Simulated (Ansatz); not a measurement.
Property card for TaRu

TaRu:
```
CELL_PARAMETERS angstrom
      3.02146     0.00000     0.00000
      0.00000     3.02146     0.00000
      0.00000     0.00000     3.39245
ATOMIC_POSITIONS crystal
  Ta 0.50000 0.50000 0.50000
  Ru 0.00000 0.00000 0.00000
```

Space group P4/mmm (No. 123), L1₀ or tetragonal B2; conventional cell a = b = 3.021 Å, c = 3.392 Å, α = β = γ = 90.00°.

Method: the program Ansatz at the PBEsol level (PAW). Geometry: relaxed at this level of theory. Other levels are named where they apply.

### Cell and energy

```yaml
volume_per_atom: 15.49 Å³
density: 15.12 g/cm³
Formation energy from the elements (no fitted shifts): -0.29 eV/atom
```

### Electronic structure

```yaml
electronic_character: metallic (no gap)
Density of states at the Fermi level: 1.00 states/eV per atom (mean over ±0.08 eV)
Gap with spin–orbit coupling: none (metallic)
```

### Mechanics

```yaml
Bulk modulus (Birch–Murnaghan fit): 272 GPa
Pressure derivative B′: 4.3
Elastic constants (relaxed ions, GPa): C11 = 406, C12 = 203, C13 = 219, C33 = 371, C44 = 71.1, C66 = 70.3
mechanical_stability: stable (all eigenvalues of C positive)
hill_bulk_and_shear_moduli: 274 and 77.8 GPa
Young's modulus: 213 GPa
Poisson's ratio: 0.37
debye_temperature_from_the_elastic_constants: 305 K
```

### Phonons

```yaml
highest_zone_centre_frequency: 19.2 meV
zone_centre_stability: no imaginary mode at Γ
```

The first step of the workflow began from a Materials Project structure, measured or hypothetical; the Crystallography Open Database files this formula in space group No. 123, but the cells were not matched. Its standing as an ambient phase is unchecked. Symmetry was held in the PBEsol relaxation. No spin polarisation was allowed. As this level gives no gap, shear constants depend on the k-mesh and smearing (Fermi–Dirac, 0.1 eV here). As this level gives no gap, phonon frequencies hold no LO–TO term and depend on the k-mesh and smearing (Fermi–Dirac, 0.1 eV here). Axis ratios of metals converge slowly with the k-mesh, so a and c are less sure than the volume. On the denser mesh and wider smearing of the elastic run this cell carries a stress of 0.4 GPa. The references are the lowest solids computed at this level, not always the standard phases. Scalar-relativistic: spin–orbit coupling is off unless named, which matters more the heavier the elements.

Potentials: the later of the program's two PAW sets.
